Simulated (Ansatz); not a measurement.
PbF₂ (fluorite)

```yaml
crystal:
  lattice:
    - [0.00000, 2.96064, 2.96064]
    - [2.96064, 0.00000, 2.96064]
    - [2.96064, 2.96064, 0.00000]
  atoms:
    - { symbol: Pb, position: [0.00000, 0.00000, 0.00000] }
    - { symbol: F, position: [0.75000, 0.75000, 0.75000] }
    - { symbol: F, position: [0.25000, 0.25000, 0.25000] }
```

The slice is a {110} plane (indices of the conventional cell) through the point (0.250, 0.250, 0.250) (fractional), spanned by u = [100] and v = [1 -1 -1] in vectors of this cell: u (4.19 Å) and v (5.92 Å, at 90° to u). It covers one period; positions are fractions (u, v).

Calculation: r2SCAN (plane waves to 500 eV, PAW, scalar-relativistic; Ansatz, a program for electronic structure). k mesh 10×10×10. Inside the PAW spheres the values are not all-electron values, and peaks at nuclei hang on which shells count as valence. PbF2 was relaxed with its symmetry unable to fall. Spin-orbit coupling is left out, though Pb is heavy.

Three fields on this plane, each scaled to ten steps between its own extremes (0 low, 9 high; the total valence density on a logarithmic scale, the potential cut 8 eV below its top; x marks points blanked near nuclei; v = 0 in the bottom row):

Map A
```
|xxxx3000003xxx|
|xxx930000039xx|
|xx94100000149x|
|22100000000012|
|00000000000000|
|22100000000012|
|xx94100000149x|
|xxx930000039xx|
|xxxx3000003xxx|
|xxxx2134312xxx|
|xxxx1378731xxx|
|xxx328xxx823xx|
|xx327xxxxx723x|
|2114xxxxxxx411|
|0016xxxxxxx610|
|2114xxxxxxx411|
|xx327xxxxx723x|
|xxx328xxx823xx|
|xxxx1378731xxx|
|xxxx2134312xxx|
```

Map B
```
|xxxx9877789xxx|
|xxx999888999xx|
|xx99999999999x|
|99999999999999|
|99999999999999|
|99999999999999|
|xx99999999999x|
|xxx999888999xx|
|xxxx9877789xxx|
|xxxx8654568xxx|
|xxxx5200025xxx|
|xxx510xxx015xx|
|xx720xxxxx027x|
|9860xxxxxxx068|
|9850xxxxxxx058|
|9860xxxxxxx068|
|xx720xxxxx027x|
|xxx510xxx015xx|
|xxxx5200025xxx|
|xxxx8654568xxx|
```

Map C
```
|xxxx6544456xxx|
|xxx753323357xx|
|xx76421112467x|
|76543110123456|
|55542100012455|
|76543210113456|
|xx76421112467x|
|xxx753323357xx|
|xxxx6544456xxx|
|xxxx7666667xxx|
|xxxx7788877xxx|
|xxx889xxx988xx|
|xx889xxxxx988x|
|7778xxxxxxx877|
|5668xxxxxxx866|
|7778xxxxxxx877|
|xx889xxxxx988x|
|xxx889xxx988xx|
|xxxx7788877xxx|
|xxxx7666667xxx|
```

Task: Assign the maps to these fields: electron localisation function (ELF); valence electron density; electrostatic potential energy of an electron, from the cell's mean.

Result: A is the electron localisation function (ELF); B is the electrostatic potential energy of an electron, from the cell's mean; C is the valence electron density.
